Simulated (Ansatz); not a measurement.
Relaxed-ion elastic tensor of ZrCl4 in space group P2/c (No. 13; Zr on 2e, Cl on 4g, Cl on 4g) in GPa (Voigt order), the program Ansatz at the LDA level (PAW); density 3.07 g/cm³, 25.20 Å³ per atom.

```json
[
 {"": "1", "1": "23.6", "2": "9.1", "3": "8.3", "4": "0.0", "5": "3.1", "6": "0.0"},
 {"": "2", "1": "9.1", "2": "22.5", "3": "9.1", "4": "0.0", "5": "-1.9", "6": "0.0"},
 {"": "3", "1": "8.3", "2": "9.1", "3": "39.2", "4": "0.0", "5": "-5.8", "6": "0.0"},
 {"": "4", "1": "0.0", "2": "0.0", "3": "0.0", "4": "9.5", "5": "0.0", "6": "-2.2"},
 {"": "5", "1": "3.1", "2": "-1.9", "3": "-5.8", "4": "0.0", "5": "7.0", "6": "0.0"},
 {"": "6", "1": "0.0", "2": "0.0", "3": "0.0", "4": "-2.2", "5": "0.0", "6": "7.0"}
]
```

**Question.** Is the crystal mechanically stable?

**Answer.** Yes: the smallest eigenvalue of C is 4.4 GPa.

**Question.** Work out the Voigt, Reuss and Hill averages.

**Answer.** K_V = 15.4, K_R = 14.5, K_H = 15.0; G_V = 8.6, G_R = 6.8, G_H = 7.7 GPa.

**Question.** Give Young's modulus, Poisson's ratio, Pugh's ratio and the universal anisotropy index.

**Answer.** E = 9KG/(3K + G) = 19.8 GPa; ν = 0.28; K/G = 1.94 (ductile by the Pugh limit of 1.75); A_U = 5G_V/G_R + K_V/K_R − 6 = 1.37.

**Question.** Estimate the sound speeds and the Debye temperature.

**Answer.** v_l = √((K + 4G/3)/ρ) = 2870 m/s, v_t = √(G/ρ) = 1590 m/s, mean 1770 m/s; Θ = (h/k)(3n/4πV)^(1/3) v_m = 179 K.

**Question.** How much does each axis shrink under pressure?

**Answer.** Linear compressibilities β_i = Σ_j S_ij (j = 1 to 3): x 25, y 29, z 15 per TPa.

The first step of the workflow began from a Materials Project structure, measured or hypothetical; the Crystallography Open Database files this formula in space group No. 13, but the cells were not matched. Its standing as an ambient phase is unchecked. The LDA relaxation kept the symmetry of its start; its stability against distortions is not shown here. The run is not spin-polarised. A crystal of weakly bound chains computed without a dispersion correction: the cell and the soft elastic constants depend strongly on that.

Potentials: the earlier of the program's two PAW sets. The files were generated under PBE; for other functionals the program regenerates the frozen cores, and for LDA and PBEsol the local potential too.
